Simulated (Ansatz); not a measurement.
The geometry is COD entry 2310296, unchecked; take it as a test cell.

An input for NbCd3 and the output that it gave: DFT, PBE, all-electron LAPW, scalar-relativistic (Ansatz 0.2.0).

Command: `ansatz run input.yaml --threads 1 --pin off --max-ram 4096MiB --backend cpu --events-out ev --progress --plain --runs-dir out` The run took 91 s on 1 thread of Intel(R) Xeon(R) CPU @ 2.60GHz (Ice Lake) (shared host), peak memory 0.61 GiB.

```yaml
crystal:
  lattice:
    - [4.215, 0.0, 0.0]
    - [0.0, 4.215, 0.0]
    - [0.0, 0.0, 4.215]
  atoms:
    - { symbol: Nb, position: [0.0, 0.0, 0.0] }
    - { symbol: Cd, position: [0.0, 0.5, 0.5] }
    - { symbol: Cd, position: [0.5, 0.0, 0.5] }
    - { symbol: Cd, position: [0.5, 0.5, 0.0] }
kpoints:
  mp_grid: { grid: [9, 9, 9] }
  band_path:
    path:
      - [0.0, 0.0, 0.0]
      - [0.0, 0.5, 0.0]
      - [0.5, 0.5, 0.0]
      - [0.0, 0.0, 0.0]
      - [0.5, 0.5, 0.5]
      - [0.0, 0.5, 0.0]
      - [0.5, 0.5, 0.5]
      - [0.5, 0.5, 0.0]
    npoints: 14
scf:
  occupations: { method: fermi_dirac, width: 0.08 }
hamiltonian:
  xc: pbe
  pseudopotentials: { kind: all_electron, lapw: { basis_error: 0.0005 } }
output:
  forces: true
  stress: true
  eigenvalues: true
  fatbands: true
  populations: true
  dos: { projected: true, de: 0.2, e_range: [-14, 8] }
```

What the program printed:

```
Nb: projections on atomic orbitals take those of the free atom 1s2 2s2 2p6 3s2 3p6 3d10 4s2 4p6 4d4 5s1, of charge +0.00 (hamiltonian.pseudopotentials.projection_atoms)
Cd: projections on atomic orbitals take those of the free atom 1s2 2s2 2p6 3s2 3p6 3d10 4s2 4p6 4d10 5s2, of charge +0.00 (hamiltonian.pseudopotentials.projection_atoms)
LAPW: plane waves up to 7.944 Å⁻¹, error target 5.0e-4 eV per atom; small_component_spin mean_spin; Nb in spheres of 1.490 Å, 29 of its electrons in bands, Dirac shells []; Cd in spheres of 1.490 Å, 20 of its electrons in bands, Dirac shells []
Engine: ansatz 0.2.0
Pseudopotentials: kind: all_electron
Pseudopotential: Nb, LAPW, valence charge 29, Koelling and Harmon's equation, gaussian nucleus
Pseudopotential: Cd, LAPW, valence charge 20, Koelling and Harmon's equation, gaussian nucleus
Functional definition: PBE
  parameter kappa = 0.804
  parameter beta = 0.06672455060314922
  exchange = pbe_x(kappa = kappa, mu = beta*pi^2/3)
  correlation = pbe_c(beta = beta)
Crystal: 4 atoms, lattice volume = 74.885 Å³
Basis set: ecut = 240.41343487772787 eV, 619 PW (Γ), exchange–correlation at level 2
Bands: 54, of which v1, the nominal top of the filled ones, is band 45 counted from 1 (44 counted from 0)
Symmetry: 48 space group operations
Space group: Pm-3m (ITA 221), of the structure as read, at distance tolerance 4.2e-5 Å
k-points: 35 of 729
Non-local potential: Nb, projectors of the file, none
Non-local potential: Cd, projectors of the file, none
Initial density: superposition of atomic densities (chi_scale 0.1, normalization cell, long waves kept (reshape's long-wave potential 0.00 eV rms))
Initial wavefunctions: plane waves of lowest kinetic energy (no species holds an atomic orbital)
Functional: x = pbe(κ = 0.804, μ = 0.2195149727645171), c = pbe(β = 0.06672455060314922)
iter 1 solved again at ethr=4.73e-4 eV; its pass at ethr=1.00e-1 eV (dr2=4.21e-1 eV) is discarded
SCF iter   1: F=—  HF=-560652.136239 eV  |F-HF|=—  |Δ(HF+E_count)|=         —  Δρ=2.33e-2  dr2=4.22e-1  ethr=4.73e-4  ⟨swp⟩=2.8  Hψ=11736  notcnv=0
preconditioner: auto → Kerker (q_TF=auto, 2.808 Å⁻¹)  [metal: Δε(μ)=0.073 eV  Ē_g=11.647 eV  σ=0.080 eV  W_gap=0.22  n_scr=26 (ndim 8)  ℏωp=27.5 eV  f_vac=0.000  D(μ)=1.28/eV (n_scr^D=6)]
SCF iter   2: F=—  HF=-560651.533395 eV  |F-HF|=—  |Δ(HF+E_count)|=   6.03e-1  Δρ=1.28e-2  dr2=3.17e-1  ethr=4.73e-4  ⟨swp⟩=2.0  Hψ=5811  notcnv=0
SCF iter   3: F=—  HF=-560651.463475 eV  |F-HF|=—  |Δ(HF+E_count)|=   6.99e-2  Δρ=9.88e-3  dr2=1.47e-1  ethr=3.56e-4  ⟨swp⟩=2.0  Hψ=5386  notcnv=0
SCF iter   4: F=—  HF=-560651.430181 eV  |F-HF|=—  |Δ(HF+E_count)|=         —  Δρ=4.95e-3  dr2=5.17e-2  ethr=1.66e-4  ⟨swp⟩=2.0  Hψ=5309  notcnv=0
the basis was enlarged: its passes take 363.7 KiB over the memory plan, 1 of 1 planned eigensolver slots
SCF iter   5: F=—  HF=-560651.423026 eV  |F-HF|=—  |Δ(HF+E_count)|=   7.15e-3  Δρ=2.48e-3  dr2=8.21e-3  ethr=5.81e-5  ⟨swp⟩=2.0  Hψ=5532  notcnv=0
iter 6 solved again at ethr=5.43e-7 eV; its pass at ethr=9.22e-6 eV (dr2=4.83e-4 eV) is discarded
SCF iter   6: F=—  HF=-560651.415983 eV  |F-HF|=—  |Δ(HF+E_count)|=   7.04e-3  Δρ=7.36e-4  dr2=4.83e-4  ethr=5.43e-7  ⟨swp⟩=2.0  Hψ=9342  notcnv=0
SCF iter   7: F=—  HF=-560651.415977 eV  |F-HF|=—  |Δ(HF+E_count)|=   5.68e-6  Δρ=2.87e-4  dr2=5.39e-5  ethr=5.43e-7  ⟨swp⟩=2.0  Hψ=5493  notcnv=0
SCF iter   8: F=—  HF=-560651.416007 eV  |F-HF|=—  |Δ(HF+E_count)|=   2.92e-5  Δρ=9.17e-5  dr2=1.37e-5  ethr=6.05e-8  ⟨swp⟩=3.0  Hψ=5548  notcnv=0
SCF iter   9: F=—  HF=-560651.416004 eV  |F-HF|=—  |Δ(HF+E_count)|=   2.12e-6  Δρ=2.55e-5  dr2=8.10e-7  ethr=1.54e-8  ⟨swp⟩=2.1  Hψ=5497  notcnv=0
SCF iter  10: F=—  HF=-560651.416004 eV  |F-HF|=—  |Δ(HF+E_count)|=   4.21e-8  Δρ=1.06e-5  dr2=1.35e-7  ethr=9.10e-10  ⟨swp⟩=2.0  Hψ=5493  notcnv=0
SCF iter  11: F=-560651.416004 eV  HF=-560651.416004 eV  |F-HF|=9.08e-9  |Δ(HF+E_count)|=   1.11e-8  Δρ=2.76e-6  dr2=1.07e-8  ethr=1.52e-10  ⟨swp⟩=2.0  Hψ=5493  notcnv=0
SCF 1 converged in 11 iterations: F = -560651.416004 eV  dr2 = 1.07e-8
NSCF: frozen V_eff on 99 k-points
SCF converged after 11 iterations
Free energy (F): -560651.416004 eV
Harris-Foulkes:  -560651.416004 eV  (|F-HF|=9.08e-9)
Internal energy: -560651.382773 eV  (E = F + TS)
E sigma→0 (E₀):  -560651.399388 eV
Entropy (-TS):   -0.033232 eV (-8.308 meV/atom)
Fermi energy:    18.469875 eV
--- Per-component energies (eV) ---
  E_band       = -4684.810764
  E_kinetic    = 585978.340943
  E_xc         = -15871.034692
  E_electrostatic = -1130758.689024  (all electrons and nuclei)
  E_smearing   = -0.033232  (= −TS)
  E_closure    = 0.000000  (closes the sum)
  E_atoms      = -560639.637943  (free atoms, spherical and without spin; not in F)
  Σ components = -560651.416004   (vs F -560651.416004, Δ=0.00e0)
  Basis errors (estimates in eV, not in F): energy 9.2e-5 per atom: plane waves 7.0e-5 (5.1e-5 summed), levels above the bands 3.3e-46, relativity 2.2e-8, radial functions 2.2e-5, core shells 6.4e-8; eigenvalues (radial functions only) 1.1e-6; not estimated: angular momenta, meshes, grids; target (lapw.basis_error) 5.0e-4; muffin-tin radii Nb 1.490 Å, Cd 1.490 Å
--- Forces (eV/Å), atoms counted from 1 ---
  atom   1  Nb    -0.00000000    -0.00000000     0.00000000
  atom   2  Cd     0.00000000    -0.00000000    -0.00000000
  atom   3  Cd     0.00000000    -0.00000000     0.00000000
  atom   4  Cd     0.00000000    -0.00000000     0.00000000
  max |Σ_I F_I| component: 8.21e-30 eV/Å
--- Stress (GPa, compression-positive) ---
        7.192663       0.000000       0.000000
        0.000000       7.192663       0.000000
        0.000000       0.000000       7.192663
  P = ⅓ Tr σ = 7.1927 GPa (71.927 kbar)
--- Band table (eV; the first three rows and the last of 35) ---
  k-point 0: bands = ["-324.8079", "-324.8079", "-324.8079", "-174.3959", "-174.3959", "-174.3775", "-174.3775", "-174.3775", "-84.0854", "-84.0793", "-84.0793", "-45.1676", "-45.1676", "-45.1676", "-45.1069", "-45.1069", "-45.1069", "-45.1029", "-45.1029", "-45.1029", "-36.3856", "-12.4591", "-12.4591", "-12.4591", "8.7595", "8.9883", "8.9883", "8.9883", "9.2630", "9.2630", "9.8225", "10.0306", "10.0306", "10.0306", "10.4297", "10.4297", "10.8144", "10.9150", "10.9150", "10.9150", "17.5523", "17.5523", "18.6899", "18.6899", "18.6899", "19.7550", "19.7550", "19.7550", "24.0576", "24.4565", "24.4565", "26.0523", "26.0523", "26.0523"]
  k-point 1: bands = ["-324.8079", "-324.8079", "-324.8079", "-174.3959", "-174.3959", "-174.3775", "-174.3775", "-174.3775", "-84.0852", "-84.0794", "-84.0793", "-45.1671", "-45.1671", "-45.1667", "-45.1071", "-45.1071", "-45.1070", "-45.1039", "-45.1032", "-45.1032", "-36.3855", "-12.4618", "-12.4592", "-12.4592", "8.8049", "9.0058", "9.0305", "9.0305", "9.2880", "9.3091", "9.9410", "10.0119", "10.0398", "10.0398", "10.3998", "10.4316", "10.7841", "10.8399", "10.8399", "10.9151", "16.8975", "17.5629", "18.4728", "18.4728", "18.8747", "19.7439", "20.0616", "20.0616", "23.8881", "24.1943", "25.0065", "26.1386", "26.1386", "26.4874"]
  k-point 2: bands = ["-324.8079", "-324.8079", "-324.8079", "-174.3959", "-174.3959", "-174.3775", "-174.3775", "-174.3775", "-84.0847", "-84.0799", "-84.0793", "-45.1658", "-45.1658", "-45.1641", "-45.1078", "-45.1078", "-45.1070", "-45.1067", "-45.1039", "-45.1039", "-36.3852", "-12.4687", "-12.4595", "-12.4595", "8.9295", "9.0533", "9.1544", "9.1544", "9.3522", "9.4376", "9.9615", "10.0604", "10.0604", "10.1691", "10.4346", "10.4445", "10.6386", "10.6386", "10.6980", "10.9152", "15.6270", "17.5925", "18.0964", "18.0964", "19.1155", "19.7160", "20.7339", "20.7339", "22.9786", "24.2031", "25.9486", "25.9486", "26.6457", "26.8274"]
  k-point 34: bands = ["-324.8079", "-324.8079", "-324.8079", "-174.3959", "-174.3959", "-174.3775", "-174.3775", "-174.3775", "-84.0814", "-84.0812", "-84.0812", "-45.1953", "-45.1394", "-45.1394", "-45.1288", "-45.1287", "-45.1287", "-45.0914", "-45.0914", "-45.0912", "-36.3840", "-12.4741", "-12.4737", "-12.4737", "9.1291", "9.1384", "9.1665", "9.1665", "9.6663", "9.6663", "9.7015", "10.0260", "10.0723", "10.0723", "10.2208", "10.2208", "10.7568", "10.7568", "10.8096", "15.0905", "16.0542", "16.0542", "16.7819", "17.3245", "17.3245", "17.4129", "20.0949", "20.0949", "22.4438", "22.8163", "22.8163", "23.0979", "31.2311", "31.2311"]
--- Löwdin populations: 4 sites ---
  site symbol       q [e]
     0     Nb     42.1976
     1     Cd     47.1704
     2     Cd     47.1704
     3     Cd     47.1704
  spilling = 0.006980 (of n_electrons = 185.000000)
```

Spin polarisation is left out, and whether a magnetic state lies lower isn't shown here.
